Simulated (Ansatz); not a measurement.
Ansatz input

```yaml
crystal:
  lattice:
    - [3.3558040473, 0.0, 0.0]
    - [0.0, 3.3558040473, 0.0]
    - [0.0, 0.0, 3.3558040473]
  atoms:
    - { symbol: "Y", position: [0.0, 0.0, 0.0], spin: 0.496 }
hamiltonian:
  xc: mr2scan
  pseudopotentials:
    kind: paw
    azcp:
      "Y": "pseudopotentials/Y.paw.azcp"
basis:
  ecutwfc: 500
  fft_grid_basis: typed
kpoints:
  mp_grid: { grid: [16, 16, 16], shift: [0, 0, 0] }
magnetization:
  spin_polarized: true
scf:
  occupations: { method: fermi_dirac, width: 0.05 }
output:
  stress: true
```

Output

```
Engine: ansatz 0.2.0, x86_64-unknown-linux-gnu
Pseudopotentials: kind: paw
Pseudopotential: Y, paw, valence charge 11, recommended cutoff 500 eV (meta_gga) 
Functional definition: m-r2SCAN
  exchange = m_r2scan_x
  correlation = m_r2scan_c
Crystal: 1 atoms, lattice volume = 37.791 Å³
Basis set: ecut = 500 eV, 949 PW (Γ), exchange–correlation on 100×100×100 points (64 copies of the dense FFT grid, shifted against one another)
Bands: 10, of which v1, the nominal top of the filled ones, is band 6 counted from 1 (5 counted from 0)
Symmetry: 48 space group operations
Space group: Pm-3m (ITA 221), of the structure as read, at distance tolerance 3.4e-5 Å
Magnetic group: BNS 221.92 (UNI 1594), of the structure as read, at distance tolerance 3.4e-5 Å
k-points: 165 of 4096
Non-local potential: Y, projectors of the file, l = 0: 3, l = 1: 2, l = 2: 2, l = 3: 1
PAW form: soft (Blöchl's): semilocal exchange-correlation on the pseudo side does not see the compensation charge
PAW frozen core: Y, regenerated for the run's functional (the file was generated under x = pbe(κ = 0.804, μ = 0.2195149727645171), c = pbe(β = 0.06672455060314922))
PAW one-centre angular grid: Y, 590 points (default); XC on 160 Gauss nodes
Initial density: superposition of atomic densities (chi_scale 0.1, normalization cell)
Starting moments: Σ|m| = 0.496 μB on 1 of 1 site
Initial wavefunctions: pseudopotential atomic-orbital guess
Functional: x = mr2scan, c = mr2scan; τ floored in thin density (d = 2e-4 eV/Å³)
iter 1 solved again at ethr=1.30e-3 eV; its pass at ethr=3.10e-3 eV (dr2=1.43e-1 eV) is discarded
SCF iter   1: F=—  HF=-3858.809392 eV  |F-HF|=—  |Δ(HF+E_count)|=         —  Δρ=9.21e-3 (↑9.21e-3 ↓6.63e-3)  dr2=1.50e-1  dr2_τ=9.09e-4  dr2_m=4.56e-3  M=0.478 μB ∫|m|=0.478 μB  β_m=1.00  ethr=1.30e-3  ⟨swp⟩=1.1  Hψ=25610  notcnv=0
Mixer restart at iter 1: flushing history
SCF iter   2: F=—  HF=-3858.856228 eV  |F-HF|=—  |Δ(HF+E_count)|=         —  Δρ=6.00e-3 (↑5.45e-3 ↓6.00e-3)  dr2=9.44e-2  dr2_τ=1.10e-4  dr2_m=4.42e-4  M=0.531 μB ∫|m|=0.531 μB  β_m=1.00  ethr=1.30e-3  ⟨swp⟩=2.2  Hψ=4957  notcnv=0
Mixer restart at iter 2: flushing history
SCF iter   3: F=—  HF=-3858.847970 eV  |F-HF|=—  |Δ(HF+E_count)|=   8.26e-3  Δρ=4.04e-3 (↑3.27e-3 ↓4.04e-3)  dr2=2.98e-2  dr2_τ=2.19e-4  dr2_m=6.88e-4  M=0.606 μB ∫|m|=0.606 μB  β_m=1.00  ethr=8.58e-4  ⟨swp⟩=2.2  Hψ=4772  notcnv=0  κ⁻¹=1.0e0(r=1)
SCF iter   4: F=—  HF=-3858.857248 eV  |F-HF|=—  |Δ(HF+E_count)|=   9.28e-3  Δρ=2.09e-3 (↑2.09e-3 ↓1.61e-3)  dr2=1.99e-3  dr2_τ=7.24e-5  dr2_m=4.32e-4  M=0.760 μB ∫|m|=0.760 μB  β_m=1.00  ethr=2.71e-4  ⟨swp⟩=2.6  Hψ=6289  notcnv=0  κ⁻¹=1.0e-2(r=2)
SCF iter   5: F=—  HF=-3858.862211 eV  |F-HF|=—  |Δ(HF+E_count)|=   4.96e-3  Δρ=9.99e-4 (↑9.99e-4 ↓8.86e-4)  dr2=5.46e-4  dr2_τ=7.96e-6  dr2_m=4.85e-5  M=0.834 μB ∫|m|=0.834 μB  β_m=1.00  ethr=1.81e-5  ⟨swp⟩=2.5  Hψ=5857  notcnv=0  κ⁻¹=1.6e-3(r=3)
SCF iter   6: F=—  HF=-3858.862864 eV  |F-HF|=—  |Δ(HF+E_count)|=   6.53e-4  Δρ=5.46e-4 (↑4.07e-4 ↓5.46e-4)  dr2=1.96e-4  dr2_τ=1.87e-6  dr2_m=1.34e-5  M=0.879 μB ∫|m|=0.879 μB  β_m=1.00  ethr=4.96e-6  ⟨swp⟩=2.1  Hψ=4877  notcnv=0  κ⁻¹=4.7e-4(r=4)
SCF iter   7: F=—  HF=-3858.862704 eV  |F-HF|=—  |Δ(HF+E_count)|=   1.60e-4  Δρ=2.41e-4 (↑2.41e-4 ↓1.97e-4)  dr2=3.43e-5  dr2_τ=6.93e-7  dr2_m=3.48e-6  M=0.856 μB ∫|m|=0.856 μB  β_m=1.00  ethr=1.78e-6  ⟨swp⟩=2.2  Hψ=4340  notcnv=0  κ⁻¹=3.8e-4(r=5)
SCF iter   8: F=—  HF=-3858.862783 eV  |F-HF|=—  |Δ(HF+E_count)|=   7.97e-5  Δρ=4.44e-5 (↑4.44e-5 ↓4.40e-5)  dr2=1.16e-6  dr2_τ=2.82e-8  dr2_m=3.66e-7  M=0.859 μB ∫|m|=0.859 μB  β_m=1.00  ethr=3.12e-7  ⟨swp⟩=2.4  Hψ=5050  notcnv=0  κ⁻¹=3.9e-5(r=6)
SCF iter   9: F=—  HF=-3858.862778 eV  |F-HF|=—  |Δ(HF+E_count)|=   5.01e-6  Δρ=2.73e-5 (↑2.70e-5 ↓2.73e-5)  dr2=2.53e-7  dr2_τ=9.20e-9  dr2_m=8.74e-8  M=0.859 μB ∫|m|=0.859 μB  β_m=1.00  ethr=1.05e-8  ⟨swp⟩=2.2  Hψ=4531  notcnv=0  κ⁻¹=2.2e-6(r=7)
SCF iter  10: F=—  HF=-3858.862773 eV  |F-HF|=—  |Δ(HF+E_count)|=   5.51e-6  Δρ=1.12e-5 (↑1.11e-5 ↓1.12e-5)  dr2=4.09e-8  dr2_τ=2.66e-9  dr2_m=2.23e-8  M=0.858 μB ∫|m|=0.858 μB  β_m=1.00  ethr=2.30e-9  ⟨swp⟩=2.1  Hψ=5067  notcnv=0  κ⁻¹=1.7e-7(r=8)
SCF iter  11: F=—  HF=-3858.862772 eV  |F-HF|=—  |Δ(HF+E_count)|=   6.98e-7  Δρ=1.11e-5 (↑1.11e-5 ↓1.03e-5)  dr2=2.45e-9  dr2_τ=3.26e-9  dr2_m=3.86e-8  M=0.858 μB ∫|m|=0.858 μB  β_m=1.00  ethr=3.72e-10  ⟨swp⟩=2.1  Hψ=5064  notcnv=0  κ⁻¹=4.2e-8(r=8)
SCF iter  12: F=—  HF=-3858.862772 eV  |F-HF|=—  |Δ(HF+E_count)|=   2.12e-7  Δρ=4.81e-6 (↑4.81e-6 ↓3.86e-6)  dr2=1.42e-9  dr2_τ=4.78e-10  dr2_m=6.08e-9  M=0.859 μB ∫|m|=0.859 μB  β_m=1.00  ethr=2.23e-11  ⟨swp⟩=2.5  Hψ=5532  notcnv=0  κ⁻¹=8.6e-7(r=8)
SCF iter  13: F=—  HF=-3858.862772 eV  |F-HF|=—  |Δ(HF+E_count)|=   2.86e-8  Δρ=9.17e-7 (↑9.17e-7 ↓8.76e-7)  dr2=1.29e-10  dr2_τ=2.95e-11  dr2_m=1.52e-10  M=0.859 μB ∫|m|=0.859 μB  β_m=1.00  ethr=1.29e-11  ⟨swp⟩=2.6  Hψ=5587  notcnv=0  κ⁻¹=2.9e-8(r=8)
SCF iter  14: F=-3858.862772 eV  HF=-3858.862772 eV  |F-HF|=1.38e-10  |Δ(HF+E_count)|=   9.59e-9  Δρ=4.15e-7 (↑4.15e-7 ↓3.86e-7)  dr2=2.69e-11  dr2_τ=5.70e-12  dr2_m=2.74e-11  M=0.859 μB ∫|m|=0.859 μB  ethr=1.17e-12  ⟨swp⟩=1.0  Hψ=9922  notcnv=0
SCF 1 converged in 14 iterations: F = -3858.862772 eV  dr2 = 2.69e-11
this state was not tested for a lower state beside it, because the mixer in use, unlike msr1, does not test its closes by its own steps (another_mixer; see scf.mixing.algorithm and scf.lower_state_search)
SCF converged after 14 iterations
Magnetization: 0.8591 μB (5.9296 up, 5.0704 down)
Absolute magnetization: 0.8591 μB (∫|ρ↑−ρ↓|)
Spin contamination: 0.0011 ħ² per cell (⟨S²⟩ above its minimum at these occupations)
Per-site moments (μB) at R_I (Å): [(0.5108089910194162, 1.3842691695112501)]
Free energy (F): -3858.862772 eV
Harris-Foulkes:  -3858.862772 eV  (|F-HF|=1.38e-10)
Internal energy: -3858.849092 eV  (E = F + TS)
E sigma→0 (E₀):  -3858.855932 eV
Entropy (-TS):   -0.013680 eV (-13.680 meV/atom)
Fermi energy:    7.899835 eV
--- Per-component energies (eV) ---
  E_band       = -150.212110
  E_kinetic    = 303.362694
  E_local      = -688.770362  (includes V_loc(G=0)·N_el)
  E_nonlocal   = 50.182965
  E_hartree    = 221.448830
  E_xc         = -166.624178
  E_vxc        = -220.447990  (∫ρ·V_xc dr)
  E_paw        = -2841.722671  (= ΣΔE_a)
  E_vpaw       = -49.693175  (= ΣTr[D̂ρ^β])
  E_aug_tail   = 0.000003  (compensation charges beyond the density's cutoff)
  E_vtau       = 12.256054  (kinetic-family band-sum trace: ∫τ·v_τ [+ j·A + Jᵃ·Aᵃ] dr)
  E_ewald      = -736.572420
  E_core_change = -0.153953  (= ΣΔE_core)
  E_smearing   = -0.013680  (= −TS)
  E_closure    = -0.000000  (closes the sum)
  Σ components = -3858.862772   (vs F -3858.862772, Δ=0.00e0)
--- Stress (GPa, compression-positive) ---
       -1.861768       0.000000       0.000000
        0.000000      -1.861768       0.000000
        0.000000       0.000000      -1.861768
  P = ⅓ Tr σ = -1.8618 GPa (-18.618 kbar)
```
